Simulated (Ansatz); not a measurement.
MgS:
```
MgS
1.0
    0.00000     2.59102     2.59102
    2.59102     0.00000     2.59102
    2.59102     2.59102     0.00000
Mg S
1 1
Cartesian
  2.59102   2.59102   2.59102
  0.00000   0.00000   0.00000
```

Relaxed with PBEsol.

Question: Give the optical modes at the zone centre with their infrared and Raman activity from DFPT, the program Ansatz at the PBEsol level (PAW).

Answer: Transverse frequencies, without the LO–TO term; a row sums one degenerate level.

```json
[
 {"ω (cm⁻¹)": "243", "degeneracy": "3", "IR ((D/Å)²/amu)": "26.73", "Raman (Å⁴/amu)": "0", "activity": "IR", "symmetry": "T1u"}
]
```

Question: How high does the top mode go among those that the LO–TO term moves?

Answer: 397 cm⁻¹ for q along x.

Space group Fm-3m (rock salt). The PBEsol relaxation kept the symmetry of its start; phonons on a q-mesh show no instability. The volume moved by -30 % from the start of the relaxation.

Potentials: the later of the program's two PAW sets.
